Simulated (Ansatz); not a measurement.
Relaxed Ir (fcc, Cu type):

```
Ir
1.0
    3.83048     0.00000     0.00000
    0.00000     3.83048     0.00000
    0.00000     0.00000     3.83048
Ir
4
Cartesian
  0.00000   0.00000   0.00000
  1.91524   1.91524   0.00000
  1.91524   0.00000   1.91524
  0.00000   1.91524   1.91524
```

In this cell atom 3 (Ir, nearest neighbour Ir at 2.709 Å; its periodic images, 3.8 Å or more away, move with it) is moved by s along Cartesian x, unit vector (1.000, 0.000, 0.000); all other atoms and the cell stay fixed.

These are PBEsol (plane waves to 420 eV, PAW, scalar-relativistic; Ansatz, an electronic-structure program) values and carry that method's errors. k mesh 10×10×10 (Γ-centred), Fermi-Dirac smearing 0.05 eV. The energy includes the smearing's −TS. With partly filled bands, energies and forces of such displacements shift with the k mesh and the smearing. Ir is run without spin polarisation. Ir was relaxed with its symmetry unable to fall. Spin-orbit coupling is left out, though Ir is heavy. ΔE is measured from the undisplaced structure. The last digit holds for this mesh only.

```json
[
 {"s (Å)": "-0.540", "ΔE (meV/cell)": "2487.8"},
 {"s (Å)": "-0.432", "ΔE (meV/cell)": "1508.1"},
 {"s (Å)": "-0.324", "ΔE (meV/cell)": "withheld"},
 {"s (Å)": "-0.216", "ΔE (meV/cell)": "347.9"},
 {"s (Å)": "-0.108", "ΔE (meV/cell)": "85.6"},
 {"s (Å)": "0.000", "ΔE (meV/cell)": "0.0"},
 {"s (Å)": "0.108", "ΔE (meV/cell)": "85.6"},
 {"s (Å)": "0.216", "ΔE (meV/cell)": "347.9"},
 {"s (Å)": "0.324", "ΔE (meV/cell)": "withheld"},
 {"s (Å)": "0.432", "ΔE (meV/cell)": "1508.1"},
 {"s (Å)": "0.540", "ΔE (meV/cell)": "2487.8"}
]
```

### Question
Fit an even polynomial form (powers 2, 4, 6) to the given rows and predict ΔE at s = 0.324.

### Answer
Least squares on the 9 given rows: ΔE = (7248)·s² + (4570)·s⁴ + (-579.2)·s⁶, in meV/cell with s in Å; root-mean-square residual 0.22 meV/cell. At 0.324 the fit gives 810.6 meV/cell; the calculation gives 810.4 meV/cell, so the interpolation is off by 0.2 (+0.0 %). The quadratic term alone would give 760.9 meV/cell.

(For displaced atoms, the force is minus the slope of the energy, and its curvature is a force constant, which sets phonon frequencies.)
